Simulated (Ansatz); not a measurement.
One crystal and one scan (energy against volume) at two levels, PBEsol (plane waves to 420 eV, PAW, scalar-relativistic; Ansatz, a quantum-chemistry and plane-wave program) and PBE (plane waves to 420 eV, PAW, scalar-relativistic; Ansatz), each from its own relaxed cell and on its own mesh. The cell shown is that of PBEsol.

IrO₂ (rutile)

```
CELL_PARAMETERS angstrom
      4.47181     0.00000     0.00000
      0.00000     4.47181     0.00000
      0.00000     0.00000     3.15362
ATOMIC_POSITIONS crystal
  Ir 0.00000 0.00000 0.00000
  Ir 0.50000 0.50000 0.50000
  O  0.30879 0.30879 0.00000
  O  0.80879 0.19121 0.50000
  O  0.19121 0.80879 0.50000
  O  0.69121 0.69121 0.00000
```

E(V) scan at fixed shape, V₀ the volume above. The atoms relax within the cell's symmetry.

E stands for the smeared free energy. IrO2 is run without spin polarisation and with no Hubbard U. IrO2 was relaxed with its symmetry unable to fall. Spin-orbit coupling is left out, though Ir is heavy. With the shape held, the modulus is that of even scaling; a crystal free to change shape is softer. Percentages come from the unrounded values.

Results of PBEsol:

| Property | Result |
|---|---|
| Lattice constant a (Å) | 4.472 |
| Lattice constant c (Å) | 3.154 |
| Relaxed volume (Å³/atom) | 10.51 |
| Bulk modulus at fixed cell shape B₀ (third-order Birch-Murnaghan fit) (GPa) | 305.9 |

Q: What does PBE give for the same quantities?

A: 
```
quantity                                                                       PBE     PBEsol − PBE
---------------------------------------------------------------------------  -----  ---------------
Lattice constant a (Å)                                                       4.529  -0.057 (-1.3 %)
Lattice constant c (Å)                                                       3.180  -0.026 (-0.8 %)
Relaxed volume (Å³/atom)                                                     10.87   -0.36 (-3.3 %)
Bulk modulus at fixed cell shape B₀ (third-order Birch-Murnaghan fit) (GPa)  273.7    +32.2 (+12 %)
```

PBEsol gives the higher value for: bulk modulus at fixed cell shape B₀. PBEsol gives the lower value for: lattice constant a; lattice constant c; relaxed volume. Neither level is exact: the differences show how much the result hangs on the functional.

(A scan under strain: stresses follow from slopes of the energy per volume, elastic moduli from its curvatures.)
